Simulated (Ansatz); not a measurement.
All numbers below come from DFT PBE, scalar-relativistic, plane waves, PAW in Ansatz 0.2.0. The final run on the 10-atom cell used 420 eV, a Γ-centred 8×8×6 mesh, 0.02 eV smearing and no spin polarisation.

Formation energies are uncorrected and count from the elements' standard states at the same level.

Question: Suggest a trial structure for a monoclinic wide-gap insulator that holds Li and 2 more elements, with a gap near 7.2 eV, a formation energy near −3.09 eV/atom and about 11 Å³ per atom, in a cell of 10 atoms. Its symmetry should be Cm (No. 8).

Answer: LiBeF3, space group Cm (No. 8). Around Li on its first site lie 2 F at 1.86 Å and 3 F at 2.09–2.11 Å; Li on its second site is surrounded by 3 F at 1.83–1.84 Å and 1 F at 2.12 Å; Be on its first site has 4 F at 1.56–1.62 Å; F on its first site is surrounded by 1 Be at 1.56 Å and 2 Li at 1.86 Å; 6 more sites not described.

```
Li Be F
1.0
     8.36564   -1.40888    0.00000
     8.36564    1.40888    0.00000
    -0.30926    0.00000    4.68829
Li Be F
2 2 6
Direct
  0.65204 0.65204 0.40902
  0.35356 0.35356 0.47203
  0.00426 0.00426 0.60135
  0.23873 0.23873 0.94607
  0.07954 0.07954 0.42093
  0.92185 0.92185 0.42763
  0.69285 0.69285 0.83925
  0.31946 0.31946 0.83583
  0.50877 0.50877 0.77111
  0.23567 0.23567 0.27677
```

| Property | Result |
| --- | --- |
| Volume per atom | 11.05 Å³ |
| Density | 2.19 g/cm³ |
| Formation energy | −3.088 eV/atom |
| Gap on the 8×8×6 mesh of the 10-atom cell | 7.23 eV |

It was reached by relaxing an invented guess, and it needn't be the stable form of this composition. The answer needn't be unique; the calculation gave this one.

Kohn–Sham gaps at this level usually fall short of measured ones. A later test with randomly moved atoms came back to the same energy, though modes that don't fit the test's cell weren't probed.
